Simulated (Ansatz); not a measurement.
Consider the following.

HgS:
```yaml
crystal:
  lattice:
    - [3.81593, 2.27933, 0.00000]
    - [-3.81593, 2.27933, 0.00000]
    - [-2.77048, 0.00000, 6.69737]
  atoms:
    - { symbol: Hg, position: [0.00000, 0.00000, 0.00000] }
    - { symbol: Hg, position: [0.00000, 0.00000, 0.50000] }
    - { symbol: S, position: [0.33415, 0.33415, 0.75000] }
    - { symbol: S, position: [0.66585, 0.66585, 0.25000] }
```

This is the PBE-relaxed structure. x, y and z are the axes in which the lattice vectors are written.

Q: All from PBE in the plane-wave PAW code Ansatz, unless another level is named. Estimate the hole effective mass.

A: 0.42, 2.1, 3.7 mₑ (principal values).

Q: Give the electron effective mass.

A: 0.31, 0.53, 1.3 mₑ (principal values).

Q: And the band gap?

A: 1.72 eV (smallest direct gap 1.73 eV).

Q: And the valence-band maximum?

A: at Γ.

Q: Predict the conduction-band minimum.

A: on the Γ–C line, 10 % of the way from Γ (k = -0.036, -0.036, 0.000) (2 equivalent valleys).

Space group C2/c. A made-up cell: these elements were put on the sites of a structure type; neither database checked (COD, Materials Project) lists it. COD files the formula under space group No. 152, 154, 166, 216, so this cell is another polymorph or a model. Its standing as an ambient phase is unchecked. The cell was relaxed with PBE under the symmetry of its start; whether a distortion lowers the energy is not shown. Spin–orbit coupling is left out wherever it is not named.

Potentials: the later of the program's two PAW sets.
